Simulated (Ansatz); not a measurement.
Equation of state of rhodium, omega (AlB2-type)

The calculation used DFT, r2SCAN, plane waves (500 eV) with PAW, scalar-relativistic (Ansatz). (PAW data from PBE, frozen cores regenerated.)

The cell is scaled uniformly from the relaxed one, with fractional coordinates and shape fixed. Energies are extrapolated to zero smearing, pressures are those at the given smearing. Magnetic state: spin not included.

```json
{"V (Å³/atom)": "12.419", "E − E₀ (meV/atom)": "209.2", "P (GPa)": "46.25"}
{"V (Å³/atom)": "12.983", "E − E₀ (meV/atom)": "83.4", "P (GPa)": "26.94"}
{"V (Å³/atom)": "13.548", "E − E₀ (meV/atom)": "18.0", "P (GPa)": "11.81"}
{"V (Å³/atom)": "14.112", "E − E₀ (meV/atom)": "0.0", "P (GPa)": "-0.03"}
{"V (Å³/atom)": "14.677", "E − E₀ (meV/atom)": "19.0", "P (GPa)": "-9.28"}
{"V (Å³/atom)": "15.241", "E − E₀ (meV/atom)": "66.8", "P (GPa)": "-16.46"}
{"V (Å³/atom)": "15.806", "E − E₀ (meV/atom)": "137.0", "P (GPa)": "-22.01"}
```

Problem. Fit a third-order Birch-Murnaghan equation.

Solution. V₀ = 14.08 Å³/atom, B₀ = 264 GPa, B₀′ = 5.1.
